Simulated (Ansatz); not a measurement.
ScPt (CsCl type, Pm-3m), the program Ansatz at the PBEsol level (PAW), all energies at zero smearing, with the estimated change up to a 700 eV cutoff added, with one set of potentials and settings (totals compare only within such a set). Cell of 2 atoms (1 Sc, 1 Pt): -14497.604 eV.

```tsv
element	reference phase	E (eV/atom)
Sc	P6_3/mmc, 2 atoms in the cell	-2111.3699
Pt	Fm-3m, 1 atoms in the cell	-12383.8180
```

Formation energy per atom, worked out: (-14497.604 − 1×(-2111.3699) − 1×(-12383.8180))/2 = -1.208 eV/atom (-117 kJ per mol of atoms), at 0 K, without zero-point energy or fitted corrections.

The first step of the workflow began from a Materials Project structure, measured or hypothetical; the Crystallography Open Database files this formula in space group No. 221, but the cells were not matched. Whether it is the stable phase at ambient conditions was not checked. Symmetry was held in the PBEsol relaxation; of distortions, only those at the zone centre were tested. No spin polarisation was allowed. The references are the lowest solids computed at this level, not always the standard phases. Spin–orbit coupling is left out wherever it is not named.

Potentials: the later of the program's two PAW sets.
